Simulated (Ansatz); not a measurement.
C:
```cif
data_C16
_chemical_formula_sum 'C16'
_space_group_name_H-M_alt 'C2/c'
_space_group_IT_number 15
_space_group_name_Hall '-C 2yc'
_cell_length_a 4.61089
_cell_length_b 9.14818
_cell_length_c 3.59761
_cell_angle_alpha 90.000
_cell_angle_beta 115.583
_cell_angle_gamma 90.000
loop_
_space_group_symop_operation_xyz
  'x, y, z'
  '-x, -y, -z'
  '-x, y, -z+1/2'
  'x, -y, z+1/2'
  'x+1/2, y+1/2, z'
  '-x+1/2, -y+1/2, -z'
  '-x+1/2, y+1/2, -z+1/2'
  'x+1/2, -y+1/2, z+1/2'
loop_
_atom_site_label
_atom_site_type_symbol
_atom_site_symmetry_multiplicity
_atom_site_Wyckoff_symbol
_atom_site_fract_x
_atom_site_fract_y
_atom_site_fract_z
_atom_site_occupancy
C1 C 8 f 0.01952 0.19564 0.05150 1
C2 C 8 f 0.23793 0.33131 0.12131 1
```
(The calculation used a cell of 8 atoms; values per cell refer to that cell.)

Relaxed with PBEsol.

### Question
Decompose the optical modes at the zone centre into irreducible representations, and say which are infrared and Raman allowed.

### Answer
Point group 2/m: Γ_opt = 6Ag + 5Au + 6Bg + 4Bu. Infrared: Au, Bu. Raman: Ag, Bg.

### Question
Assign frequencies (DFPT, PBEsol in the plane-wave PAW code Ansatz).

### Answer
Bu 357, Bg 544, Ag 590, Au 605, Ag 605, Bg 614, Bg 653, Bu 696, Au 720, Bg 792, Ag 835, Ag 915, Bg 917, Au 954, Bu 967, Bg 1060, Au 1078, Ag 1089, Bu 1125, Au 1313, Ag 1315 cm⁻¹.

Subscripts of B labels follow the axes of the standard setting.

The start of the workflow was typed in or built on a structure type; neither database checked (COD, Materials Project) lists it. It is not the phase usual at ambient conditions (space group No. 194, 227). Symmetry was held in the PBEsol relaxation. At this level the phase is mechanically unstable. The volume moved by 100 % from the start of the relaxation.

Potentials: the earlier of the program's two PAW sets. The files were generated under PBE; for other functionals the program regenerates the frozen cores, and for LDA and PBEsol the local potential too.
